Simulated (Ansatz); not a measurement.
Ge2Sb2Te5 (Ge2Sb2Te5-Kooi type, space group P-3m1)

```
CELL_PARAMETERS angstrom
      4.29363     0.00000     0.00000
     -2.14681     3.71839     0.00000
      0.00000     0.00000    17.63591
ATOMIC_POSITIONS crystal
  Te 0.00000 0.00000 0.00000
  Ge 0.66667 0.33333 0.09824
  Ge 0.33333 0.66667 0.90176
  Te 0.33333 0.66667 0.19409
  Te 0.66667 0.33333 0.80591
  Sb 0.00000 0.00000 0.30944
  Sb 0.00000 0.00000 0.69056
  Te 0.66667 0.33333 0.40641
  Te 0.33333 0.66667 0.59359
```

Equation-of-state scan: isotropic scaling of the cell above, V₀ being its volume. The atoms relax within the cell's symmetry.

Computed with PBE (plane waves to 420 eV, PAW, scalar-relativistic; Ansatz, a quantum-chemistry and plane-wave program). k mesh 9×9×2 (Γ-centred), Fermi-Dirac smearing 0.05 eV. E stands for the smeared free energy. Stress and pressure are positive under compression. With the shape held, the modulus is that of even scaling; a crystal free to change shape is softer. Ge2Sb2Te5 was relaxed with its symmetry unable to fall. Spin-orbit coupling is left out, though Sb and Te are heavy. The PAW data are Ansatz's earlier set. ΔE is measured from the relaxed starting cell. The last digit holds for this mesh only.

```tsv
V (Å³/atom)	ΔE (meV/atom)
26.279	107.3
27.114	68.5
27.948	40.2
28.782	20.7
29.616	8.4
30.451	1.9
31.285	0.0
32.119	1.6
32.953	5.8
33.788	12.0
34.622	19.9
35.456	29.2
36.290	withheld
```

Q: Fit a third-order Birch-Murnaghan form (E₀, V₀, B₀, B₀′ free) to the given rows and predict ΔE at V = 36.290.

A: Least squares on the 12 given rows: ΔE = E₀ + (9V₀B₀/16)·y²·[2 + (B₀′ − 4)y], y = (V₀/V)^(2/3) − 1, with V₀ = 31.318 Å³/atom, B₀ = 25.24 GPa (160.2 GPa = 1 eV/Å³; the term in eV is multiplied by 1000), B₀′ = 8.17, E₀ = -0.06 meV/atom; root-mean-square residual 0.13 meV/atom. At 36.290 the fit gives 39.0 meV/atom; the calculation gives 39.8 meV/atom, so the extrapolation is off by -0.8 (-2.0 %). For the pressure the fit gives -2.0 GPa against the computed -2.1 GPa.

(A scan under strain: stresses follow from slopes of the energy per volume, elastic moduli from its curvatures.)
